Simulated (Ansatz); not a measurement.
NaHI in Ansatz, settings compared

input.yaml:

```yaml
crystal:
  lattice:
    - [4.126291, 0.0, 0.0]
    - [0.0, 4.126291, 0.0]
    - [0.0, 0.0, 7.97693]
  atoms:
    - { symbol: Na, position: [0.0, 0.5, 0.2] }
    - { symbol: Na, position: [0.5, 0.0, 0.8] }
    - { symbol: H, position: [0.0, 0.0, 0.0] }
    - { symbol: H, position: [0.5, 0.5, 0.0] }
    - { symbol: I, position: [0.0, 0.5, 0.7] }
    - { symbol: I, position: [0.5, 0.0, 0.3] }
  symmetry: { tolerance: 0.0003 }
kpoints:
  mp_grid: { grid: [4, 4, 3], shift: [0, 0, 0] }
magnetization:
  spin_polarized: false
scf:
  occupations: { method: methfessel_paxton, width: 0.0643 }
hamiltonian:
  pseudopotentials: { kind: paw }
  xc: pbesol
basis:
  ecutwfc: 420
output:
  forces: true
  stress: true
  eigenvalues: true
relax:
  max_steps: 40
  cell: {}
```

The command:

```bash
ansatz run input.yaml --threads 1 --pin off --max-ram 2560MiB --backend cpu --events-out ev --progress --plain --runs-dir out
```

Origin of the cell: a known structure type with other elements, at an estimated volume, so it need not be a known compound.

Output of this run (shortened):

```
SCF iter   1: F=—  HF=-17847.528907 eV  Δρ=5.41e-3  dr2=9.46e-2  defer=4
SCF iter   2: F=—  HF=-17847.516443 eV  S|Δr|=    0.00e0  Δρ=3.92e-3  dr2=4.63e-2  defer=9
SCF iter   3: F=—  HF=-17847.513684 eV  S|Δr|=    0.00e0  Δρ=3.16e-3  dr2=2.75e-2  defer=9
SCF iter   4: F=—  HF=-17847.509373 eV  S|Δr|=    0.00e0  Δρ=1.33e-3  dr2=4.28e-3  defer=9
SCF iter   5: F=—  HF=-17847.509169 eV  S|Δr|=    0.00e0  Δρ=4.08e-4  dr2=2.51e-4  defer=9
SCF iter   6: F=—  HF=-17847.509205 eV  S|Δr|=    0.00e0  Δρ=1.92e-4  dr2=5.53e-5  defer=9
SCF iter   7: F=—  HF=-17847.509171 eV  S|Δr|=    0.00e0  Δρ=7.76e-5  dr2=7.59e-6  defer=9
SCF iter   8: F=—  HF=-17847.509171 eV  S|Δr|=    0.00e0  Δρ=2.34e-5  dr2=1.20e-6  defer=9
SCF iter   9: F=—  HF=-17847.509171 eV  S|Δr|=    0.00e0  Δρ=9.05e-6  dr2=1.22e-7  defer=9
SCF iter  10: F=-17847.509171 eV  HF=-17847.509171 eV  S|Δr|=    0.00e0  Δρ=2.88e-6  dr2=1.41e-8
relax step   1: F+E_penalty+E_count = -17847.509171 eV  Δ(F+E_penalty+E_count) = +0.000e0 eV  max|allowed force component| = 3.666e-1 eV/Å  Δτ_max = 0.0000 Å  P = +0.253 GPa  Ω = 135.817 Å³ […]
relax step   2: F+E_penalty+E_count = -17847.800939 eV  Δ(F+E_penalty+E_count) = -2.918e-1 eV  max|allowed force component| = 2.635e-1 eV/Å  Δτ_max = 0.1697 Å  P = -0.662 GPa  Ω = 134.351 Å³ […]
relax step   3: F+E_penalty+E_count = -17847.999894 eV  Δ(F+E_penalty+E_count) = -1.990e-1 eV  max|allowed force component| = 1.054e-1 eV/Å  Δτ_max = 0.1021 Å  P = -0.029 GPa  Ω = 129.156 Å³ […]
relax step   4: F+E_penalty+E_count = -17848.055310 eV  Δ(F+E_penalty+E_count) = -5.542e-2 eV  max|allowed force component| = 2.104e-1 eV/Å  Δτ_max = 0.0660 Å  P = +0.689 GPa  Ω = 126.294 Å³ […]
relax step   5: F+E_penalty+E_count = -17848.092515 eV  Δ(F+E_penalty+E_count) = -3.720e-2 eV  max|allowed force component| = 1.214e-1 eV/Å  Δτ_max = 0.0948 Å  P = -0.217 GPa  Ω = 127.814 Å³ […]
[… 3 lines left out …]
relax step   9: F+E_penalty+E_count = -17848.127303 eV  Δ(F+E_penalty+E_count) = -3.746e-3 eV  max|allowed force component| = 1.150e-2 eV/Å  Δτ_max = 0.0663 Å  P = +0.034 GPa  Ω = 124.745 Å³ […]
relax step  10: F+E_penalty+E_count = -17848.127526 eV  Δ(F+E_penalty+E_count) = -2.229e-4 eV  max|allowed force component| = 6.651e-3 eV/Å  Δτ_max = 0.0184 Å  P = +0.024 GPa  Ω = 125.002 Å³ […]
relax step  11: F+E_penalty+E_count = -17848.128924 eV  Δ(F+E_penalty+E_count) = -1.398e-3 eV  max|allowed force component| = 6.632e-3 eV/Å  Δτ_max = 0.0000 Å  P = +0.039 GPa  Ω = 125.002 Å³  stress off target by 5.14e-2 GPa […]
relax step  12: F+E_penalty+E_count = -17848.128919 eV  Δ(F+E_penalty+E_count) = +5.110e-6 eV  max|allowed force component| = 4.436e-3 eV/Å  Δτ_max = 0.0131 Å  P = -0.022 GPa  Ω = 125.308 Å³ […]
relax step  13: F+E_penalty+E_count = -17848.128977 eV  Δ(F+E_penalty+E_count) = -5.813e-5 eV  max|allowed force component| = 4.422e-3 eV/Å  Δτ_max = 0.0000 Å  P = -0.022 GPa  Ω = 125.308 Å³  stress off target by 3.25e-2 GPa […]
SCF 13 converged in 4 iterations: F = -17848.128977 eV  dr2 = 3.66e-11
basis re-selected at this cell: Δ(F+E_penalty+E_count) = -5.813e-5 eV, ΔP = +0.000 GPa vs the last step (what re-selecting the basis moved, of the pressure what is left beyond the Pulay corre […]
SCF converged after 4 iterations
Stability not checked: this state was not tested for a lower state beside it, because cold or Methfessel-Paxton smearing, or corrected tetrahedra, fill the levels in a way that the test cannot read (fill_not_monotonic; […]
Free energy (F): -17848.128977 eV
Harris-Foulkes:  -17848.128977 eV  (|F-HF|=1.27e-10)
Internal energy: -17848.122883 eV  (E = F + TS)
E sigma→0 (E₀):  -17848.127453 eV
Entropy (-TS):   -0.006094 eV (-1.016 meV/atom)
Fermi energy:    5.568794 eV
--- Per-component energies (eV) ---
  E_band       = -1184.015758
  E_kinetic    = 644.936383
  E_local      = -6355.232411  (includes V_loc(G=0)·N_el)
  E_nonlocal   = 55.958337
  E_hartree    = 2879.823411
  E_xc         = -347.558116
  E_vxc        = -377.605440  (∫ρ·V_xc dr)
  E_paw        = -9980.027432  (= ΣΔE_a)
  E_vpaw       = -911.717404  (= ΣTr[D̂ρ^β])
  E_aug_tail   = -0.002045  (compensation charges beyond the density's cutoff)
  E_ewald      = -4746.954681
  E_core_change = 0.933672  (= ΣΔE_core)
  E_smearing   = -0.006094  (= −TS)
  Σ components = -17848.128977   (vs F -17848.128977, Δ=0.00e0)
--- Forces (eV/Å), atoms counted from 1 ---
  atom   1  Na     0.000000     0.000000    -0.004422
  atom   2  Na    -0.000000     0.000000     0.004422
  atom   3  H      0.000000     0.000000     0.000000
  atom   4  H      0.000000     0.000000     0.000000
  atom   5  I      0.000000     0.000000     0.003141
  atom   6  I      0.000000     0.000000    -0.003141
  max |Σ_I F_I| component: 0.00e0 eV/Å
--- Stress (GPa, compression-positive) ---
       -0.016491       0.000000       0.000000
        0.000000      -0.016491       0.000000
        0.000000       0.000000      -0.032536
  P = ⅓ Tr σ = -0.0218 GPa (-0.218 kbar)
--- Relaxed structure (11 steps of the walk, 11 accepted, 2 SCFs on fresh bases) ---
  F+E_penalty+E_count = -17848.128977 eV   max|allowed force component| = 4.422e-3 eV/Å   (the final SCF, on the basis selected at the relaxed cell)
  cell:  # Å, volume = 125.3079 Å³
    - [4.446488, 0.0, 0.0]
    - [0.0, 4.446488, 0.0]
    - [0.0, 0.0, 6.337884]
  atoms:
    - { symbol: Na, position: [0.0, 0.5, 0.198924] }
    - { symbol: Na, position: [0.5, 0.0, 0.801076] }
    - { symbol: H, position: [0.0, 0.0, -3.262e-19] }
    - { symbol: H, position: [0.5, 0.5, -3.262e-19] }
    - { symbol: I, position: [0.0, 0.5, 0.720104] }
    - { symbol: I, position: [0.5, 0.0, 0.279896] }
```

The same input was run again with these changes:

1. `hamiltonian.dispersion` default → d4
2. `scf.lower_state_search` default → light
3. `scf.n_extra_bands` default → 8; `kpoints.mp_grid.shift` [0, 0, 0] → [0.5, 0.5, 0.5]
4. `scf.mixing.algorithm` default → anderson; `scf.mixing.beta` default → 0.7

```tsv
run	end	SCF iterations	volume (Å³/atom)	max force component (eV/Å)	moment (μB)	ΔE(σ→0) (meV/atom)
base	converged	99	20.88	0.004	–	0
1	converged	78	20.49	0.001	–	–
2	converged	99	20.88	0.004	–	0.00
3	converged	74	20.88	0.005	–	-0.53
4	converged	98	20.88	0.004	–	0.00
```

Energies are compared only where functional, datasets, charge and starting cell are the same.

Caveats of the base run: no spin-orbit coupling, though heavy elements are present; the k mesh is coarse if the cell is a metal; the relaxation held the start's symmetry, so the end may be a saddle point.

The base run took 58 s on 1 thread of Arm Neoverse V1 (shared host), peak memory 0.38 GiB, from the program's own first density.
